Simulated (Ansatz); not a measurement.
Mg$_{3}$Te under strains and displacements

Computed with Ansatz 0.2.0, DFT PBE, scalar-relativistic, plane waves, PAW.

Settings: cutoff 420 eV, Γ-centred mesh 14×14×14 on the computed 4-atom cell, Gaussian smearing of 0.10 eV; no spin polarisation.

Reference cell:

```
CELL_PARAMETERS angstrom
-2.13936 2.13936 5.28249
2.13936 -2.13936 5.28249
2.13936 2.13936 -5.28249
ATOMIC_POSITIONS crystal
Mg 0.50000 0.50000 0.00000
Mg 0.75000 0.25000 0.50000
Mg 0.25000 0.75000 0.50000
Te 0.00000 0.00000 0.00000
```

Each variant moves atoms of this cell by the vectors given, if any (Å), and then applies a symmetric strain (tensor components, Cartesian axes). The reference cell isn't relaxed at this level. Energies are per atom at zero smearing, counted from the reference cell. Pressure is positive in compression.

1. strain (xx yy zz yz xz xy, %) 1.71 1.71 -7.29 0.00 0.00 0.00
2. strain (xx yy zz yz xz xy, %) 1.12 1.12 2.62 0.00 0.00 0.00
3. strain (xx yy zz yz xz xy, %) -1.43 -1.43 1.57 0.00 0.00 0.00
4. strain (xx yy zz yz xz xy, %) -2.75 -2.75 -1.25 0.00 0.00 0.00
5. strain (xx yy zz yz xz xy, %) 3.11 3.11 -5.89 0.00 0.00 0.00
6. strain (xx yy zz yz xz xy, %) 3.20 3.20 6.20 0.00 0.00 0.00; moves: Mg1 (0.000, 0.000, 0.168); Mg2 (0.000, 0.000, -0.076); Mg3 (0.000, 0.000, -0.076); Te4 (0.000, 0.000, -0.017)
7. strain (xx yy zz yz xz xy, %) 0.26 0.26 3.26 0.00 0.00 0.00

The reference cell has pressure 0.11 GPa, largest force 0.000 eV/Å and gap none (metal).

**Question.** Order the variants by energy, lowest first.

**Answer.** 3 (1.4 meV/atom), 7 (2.2 meV/atom), 2 (4.9 meV/atom), 5 (5.2 meV/atom), 1 (9.4 meV/atom), 4 (16.3 meV/atom), 6 (39.7 meV/atom). Neighbours within 1 meV/atom are level.

**Question.** Order them by pressure, highest first.

**Answer.** 4 (3.23 GPa), 1 (1.53 GPa), 3 (0.88 GPa), 5 (-0.18 GPa), 7 (-0.96 GPa), 2 (-1.42 GPa), 6 (-3.06 GPa).

Spin-orbit coupling is left out, which matters for the bands of heavy elements.